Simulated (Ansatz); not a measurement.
Mn3GeN (anti-perovskite, Pm-3m) under volume change, PBE in the plane-wave PAW code Ansatz, scaled uniformly.

```
V (Å³/atom)  E − E(relaxed) (meV/atom)  P (GPa)
-----------  -------------------------  -------
9.713                             75.7    27.71
10.033                            31.6    16.80
10.353                             7.4     7.63
10.673                             0.0     0.02
10.994                             6.6    -6.36
11.314                            23.7   -10.96
```

Problem. What does a third-order Birch–Murnaghan fit give for V₀, B₀ and B′?

Solution. V₀ = 10.68 Å³/atom, B₀ = 226 GPa, B′ = 5.6.

The start of the workflow was typed in or built on a structure type; neither database checked (COD, Materials Project) lists it. Whether it is the stable phase at ambient conditions was not checked. The cell was relaxed with PBE under the symmetry of its start; its stability against distortions is not shown here. Spin order of the final state: ferromagnetic, the only order run, not a proven ground state. No Hubbard U is applied.

Potentials: the earlier of the program's two PAW sets.
